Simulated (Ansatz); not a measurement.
TiGeO₃:
```
CELL_PARAMETERS angstrom
      3.71553     0.00000     0.00000
      0.00000     3.71553     0.00000
      0.00000     0.00000     4.48409
ATOMIC_POSITIONS crystal
  Ti 0.50000 0.50000 0.48101
  Ge 0.00000 0.00000 0.08275
  O  0.50000 0.50000 0.85989
  O  0.50000 0.00000 0.34117
  O  0.00000 0.50000 0.34117
```

Relaxed with PBEsol.

Give the optical modes at the zone centre with their infrared activity from DFPT, plane-wave PAW PBEsol (Ansatz code).

Transverse frequencies, without the LO–TO term; a row sums one degenerate level.

| ω (cm⁻¹) | degeneracy | IR ((D/Å)²/amu) | activity | symmetry |
|---|---|---|---|---|
| 108i | 2 | 33.69 | IR | E |
| 228 | 2 | 2.06 | IR | E |
| 236 | 1 | 3.45 | IR | A1 |
| 272 | 2 | 37.55 | IR | E |
| 319 | 1 | 0.00 | IR-inactive | B1 |
| 430 | 1 | 12.49 | IR | A1 |
| 604 | 2 | 36.49 | IR | E |
| 822 | 1 | 31.21 | IR | A1 |

How high does the top mode go among those that the LO–TO term moves?

729 cm⁻¹ for q along x, 729 cm⁻¹ for q along y, 935 cm⁻¹ for q along z.

Space group P4mm. The start of the workflow was typed in or built on a structure type; neither database checked (COD, Materials Project) lists it. Its standing as an ambient phase is unchecked. The cell was relaxed with PBEsol under the symmetry of its start. At this level the phase is dynamically unstable (imaginary phonons). The workflow began spin-polarised and lost its moments.

Potentials: the earlier of the program's two PAW sets. The files were generated under PBE; for other functionals the program regenerates the frozen cores, and for LDA and PBEsol the local potential too.
